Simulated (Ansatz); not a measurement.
VN:
Space group Fm-3m (No. 225); a = b = c = 4.043 Å, α = β = γ = 90.00°

```
atom  site  symmetry       x       y       z
----  ----  --------  ------  ------  ------
V       4a      m-3m  0.0000  0.0000  0.0000
N       4b      m-3m  0.5000  0.5000  0.5000
```
(The calculation used a cell of 2 atoms; values per cell refer to that cell.)

Relaxed with LDA.

### Question
Which orbitals make up the states near the Fermi level in the program Ansatz at the LDA level (PAW)?

### Answer
Within 0.5 eV of the Fermi level: V 3d 88 %, N 2p 10 %. Projections are on Löwdin-orthogonalised atomic valence shells; empty p or d shells of many metals are not among them.

### Question
Tabulate the density of states.

### Answer
States/eV per cell of 2 atoms, in 0.25 eV bins, energy from the Fermi level.

| E (eV) | total | V 3d | N 2p | N 2s |
|---|---|---|---|---|
| -7.85 | 1.01 | 0.26 | 0.64 | 0.02 |
| -7.60 | 1.23 | 0.29 | 0.81 | 0.02 |
| -7.35 | 1.07 | 0.23 | 0.73 | 0.02 |
| -7.10 | 0.84 | 0.16 | 0.60 | 0.01 |
| -6.85 | 0.78 | 0.13 | 0.58 | 0.01 |
| -6.60 | 1.39 | 0.40 | 0.92 | 0.01 |
| -6.35 | 2.80 | 0.98 | 1.72 | 0.02 |
| -6.10 | 2.85 | 1.05 | 1.72 | 0.01 |
| -5.85 | 2.32 | 0.84 | 1.42 | 0.01 |
| -5.60 | 1.64 | 0.60 | 1.00 | 0.01 |
| -5.35 | 1.32 | 0.48 | 0.80 | 0.01 |
| -5.10 | 1.09 | 0.39 | 0.67 | 0.01 |
| -4.85 | 0.92 | 0.32 | 0.57 | 0.00 |
| -4.60 | 0.77 | 0.26 | 0.49 | 0.00 |
| -4.35 | 0.64 | 0.20 | 0.42 | 0.00 |
| -4.10 | 0.51 | 0.14 | 0.36 | 0.00 |
| -3.85 | 0.27 | 0.08 | 0.19 | 0.00 |
| -3.60 | 0.17 | 0.06 | 0.11 | 0.00 |
| -3.35 | 0.16 | 0.07 | 0.09 | 0.00 |
| -3.10 | 0.17 | 0.08 | 0.08 | 0.00 |
| -2.85 | 0.19 | 0.11 | 0.08 | 0.00 |
| -2.60 | 0.23 | 0.15 | 0.07 | 0.00 |
| -2.35 | 0.28 | 0.20 | 0.07 | 0.00 |
| -2.10 | 0.36 | 0.27 | 0.08 | 0.00 |
| -1.85 | 0.46 | 0.36 | 0.09 | 0.00 |
| -1.60 | 0.60 | 0.49 | 0.10 | 0.00 |
| -1.35 | 0.68 | 0.56 | 0.10 | 0.00 |
| -1.10 | 0.76 | 0.63 | 0.11 | 0.01 |
| -0.85 | 0.86 | 0.73 | 0.12 | 0.01 |
| -0.60 | 0.99 | 0.85 | 0.12 | 0.01 |
| -0.35 | 1.18 | 1.02 | 0.13 | 0.01 |
| -0.10 | 1.48 | 1.30 | 0.16 | 0.01 |
| 0.15 | 1.63 | 1.45 | 0.14 | 0.02 |
| 0.40 | 2.14 | 1.92 | 0.18 | 0.02 |
| 0.65 | 3.18 | 2.92 | 0.21 | 0.03 |
| 0.90 | 2.38 | 2.14 | 0.21 | 0.02 |
| 1.15 | 1.80 | 1.46 | 0.30 | 0.01 |
| 1.40 | 5.84 | 4.94 | 0.82 | 0.01 |
| 1.65 | 0.71 | 0.53 | 0.15 | 0.01 |
| 1.90 | 0.67 | 0.48 | 0.15 | 0.02 |
| 2.15 | 0.76 | 0.53 | 0.17 | 0.03 |
| 2.40 | 0.90 | 0.63 | 0.18 | 0.07 |
| 2.65 | 1.02 | 0.70 | 0.19 | 0.10 |
| 2.90 | 0.92 | 0.61 | 0.19 | 0.09 |
| 3.15 | 1.42 | 0.94 | 0.24 | 0.17 |
| 3.40 | 1.29 | 0.83 | 0.27 | 0.13 |
| 3.65 | 1.28 | 0.81 | 0.29 | 0.13 |
| 3.90 | 1.15 | 0.71 | 0.31 | 0.09 |
| 4.15 | 1.05 | 0.63 | 0.31 | 0.07 |
| 4.40 | 0.98 | 0.58 | 0.32 | 0.05 |
| 4.65 | 0.92 | 0.54 | 0.32 | 0.03 |

Symmetry was held in the LDA relaxation; of distortions, only those at the zone centre were tested. The run is not spin-polarised.

Potentials: the earlier of the program's two PAW sets.
